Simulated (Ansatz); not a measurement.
ZnSe:
```xyz
2
Lattice="-1.8686 1.8686 2.6466 1.8686 -1.8686 2.6466 1.8686 1.8686 -2.6466" Properties=species:S:1:pos:R:3 pbc="T T T"
Zn     0.0000     0.0000     0.0000
Se     0.0000     0.0000     2.6466
```

Relaxed with PBE+D3(BJ). Special points in fractions of this cell's reciprocal vectors: Γ (0.000, 0.000, 0.000); X (0.000, 0.000, 0.500); P (0.250, 0.250, 0.250); N (0.000, 0.500, 0.000); M (0.500, 0.500, -0.500); S (0.375, 0.625, -0.375); S0 (-0.375, 0.375, 0.375); R (-0.249, 0.249, 0.500); G (0.500, 0.500, -0.249).

List the band energies nearest the Fermi level at these points for PBE+D3(BJ) with spin–orbit coupling (plane waves, PAW; program Ansatz).

In eV from the Fermi level; about four levels below and three above (degenerate sets whole), none deeper than 8.9 eV; points with the same levels are listed once.

```json
[
 {"k": "Γ", "below": "-0.35 -0.35 -0.34 -0.34", "above": "1.00 1.00 8.62 8.62"},
 {"k": "X", "below": "-2.45 -2.45 -1.00 -1.00", "above": "4.92 4.92 11.39 11.39"},
 {"k": "P", "below": "-3.98 -3.98 -3.85 -3.85", "above": "3.15 3.15 5.98 5.98"},
 {"k": "N", "below": "-5.72 -5.72 -0.22 -0.22", "above": "0.03 0.03 3.33 3.33"},
 {"k": "M", "below": "-2.44 -2.44 -0.99 -0.99", "above": "4.93 4.93 11.40 11.40"},
 {"k": "S", "below": "-4.49 -4.49 -1.78 -1.78", "above": "1.22 1.22 6.71 6.71"},
 {"k": "R", "below": "-3.98 -3.98 -3.86 -3.86", "above": "3.18 3.18 6.00 6.00"}
]
```

Space group Fm-3m (rock salt). This is a known high-pressure phase of the composition, computed here at zero pressure and temperature. The cell was relaxed with PBE+D3(BJ) under the symmetry of its start; its stability against distortions is not shown here. Point labels and valley counts follow the cell and symmetry of the run, lower than the named group.

Potentials: the earlier of the program's two PAW sets.
